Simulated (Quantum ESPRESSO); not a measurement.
# Band energies of SiC at -3 % isotropic strain

```xyz
4
Lattice="2.9839 0.0000 0.0000 -1.4919 2.5841 0.0000 0.0000 0.0000 4.8968" Properties=species:S:1:pos:R:3 pbc="T T T"
C      0.0000     1.7227     4.2863
C      1.4919     0.8614     1.8379
Si     0.0000     1.7227     2.4468
Si     1.4919     0.8614     4.8952
```

norm-conserving PBEsol (Quantum ESPRESSO, 82 Ry, without SOC); path ΓMKΓALHA,LM,KH; energies in eV from the valence-band maximum.

```
k (1/Å)  point  band 4  band 5  band 6  band 7  band 8  band 9  band 10  band 11
-------  -----  ------  ------  ------  ------  ------  ------  -------  -------
0.00         Γ   -1.37   -1.37   -0.12    0.00    0.00    5.51     7.07     7.14
0.44             -3.99   -2.23   -1.83   -0.57   -0.34    5.04     7.05     7.78
0.88             -6.79   -5.00   -3.27   -2.35   -1.02    3.26     4.67     7.67
1.22         M   -6.56   -5.81   -3.62   -3.54   -1.23    2.81     4.21     7.40
1.45             -6.44   -5.69   -4.46   -3.63   -1.98    3.60     4.10     7.54
1.92         K   -6.35   -6.35   -4.37   -4.37   -4.17    1.95     8.41     9.21
2.42             -6.32   -5.70   -3.96   -2.46   -2.18    3.79     6.47     7.80
2.82             -4.22   -3.11   -1.74   -0.74   -0.69    5.96     6.17     7.51
3.32         Γ   -1.37   -1.37   -0.12    0.00    0.00    5.51     7.07     7.14
3.75             -2.61   -1.06   -1.06   -0.38   -0.38    6.01     7.34     7.34
3.96         A   -4.66   -0.74   -0.74   -0.74   -0.74    6.60     6.60     7.77
4.27             -4.56   -1.88   -1.88   -1.10   -1.10    6.18     6.18     7.85
4.67             -5.91   -3.11   -3.11   -2.04   -2.04    4.28     4.28     7.33
5.18         L   -8.77   -2.60   -2.60   -2.45   -2.45    3.36     3.36     5.57
5.58             -8.40   -4.93   -4.93   -1.96   -1.96    4.61     4.61     6.81
5.88         H   -8.10   -6.19   -6.19   -1.80   -1.80    5.44     5.44     6.07
6.07             -7.97   -5.78   -5.78   -1.90   -1.90    5.14     5.14     6.58
6.44             -6.34   -3.91   -3.91   -2.56   -2.56    5.18     5.18     7.77
6.91             -4.55   -2.24   -2.24   -1.38   -1.38    6.13     6.13     7.62
7.28         A   -4.66   -0.74   -0.74   -0.74   -0.74    6.60     6.60     7.77
7.28         L   -8.77   -2.60   -2.60   -2.45   -2.45    3.36     3.36     5.57
7.71             -7.11   -5.05   -3.43   -3.00   -1.46    2.97     3.69     7.48
7.93         M   -6.56   -5.81   -3.62   -3.54   -1.23    2.81     4.21     7.40
7.93         K   -6.35   -6.35   -4.37   -4.37   -4.17    1.95     8.41     9.21
8.03             -6.54   -6.54   -4.28   -4.13   -4.13    2.12     8.38     8.77
8.57         H   -8.10   -6.19   -6.19   -1.80   -1.80    5.44     5.44     6.07
```

The PBEsol gap is indirect, 1.95 eV, from Γ to K; the smallest direct gap is 4.04 eV.

Geometry strained from the cell relaxed with PBEsol, atoms relaxed again.
